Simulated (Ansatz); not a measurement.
AgRhO$_{2}$:
```
AgRhO2
1.0
    1.52675     0.88147     6.19183
   -1.52675     0.88147     6.19183
    0.00000    -1.76293     6.19183
Ag Rh O
1 1 2
Direct
  0.00000   0.00000   0.00000
  0.50000   0.50000   0.50000
  0.88723   0.88723   0.88723
  0.11277   0.11277   0.11277
```

Relaxed with PBEsol. Special points in fractions of this cell's reciprocal vectors: Γ (0.000, 0.000, 0.000); T (0.500, 0.500, 0.500); H2 (0.820, 0.180, 0.500); H0 (0.500, -0.180, 0.180); L (0.500, 0.000, 0.000); S0 (0.340, -0.340, 0.000); S2 (0.660, 0.000, 0.340); F (0.500, 0.000, 0.500).

Question: List the band energies nearest the valence-band maximum at these points for DFT-PBEsol in the program Ansatz with PAW potentials.

Answer: In eV from the valence-band maximum; about four levels below and three above (degenerate sets whole), none deeper than 8.9 eV; points with the same levels are listed once.

```tsv
k	below	above
Γ	-3.06 -3.06 -1.74 -1.74 -1.07	1.37 2.99 2.99
T	-2.22 -2.22 -1.77 -1.77 -0.08	2.09 2.83 2.83
H2	-2.07 -1.42 -0.39 -0.01	2.16 2.17 4.81
L	-1.66 -1.23 -0.79 -0.49	2.11 2.50 2.73
S0	-2.06 -1.43 -0.37 -0.02	2.15 2.16 5.10
F	-2.36 -0.99 -0.79 -0.34	2.08 2.33 2.90
```

Space group R-3m. The first step of the workflow began from a Materials Project structure, measured or hypothetical; the Crystallography Open Database copy checked does not list it. Its standing as an ambient phase is unchecked. The cell was relaxed with PBEsol under the symmetry of its start; whether a distortion lowers the energy is not shown. The run is not spin-polarised. Scalar-relativistic: spin–orbit coupling is off unless named, which matters more the heavier the elements.

Potentials: the later of the program's two PAW sets.
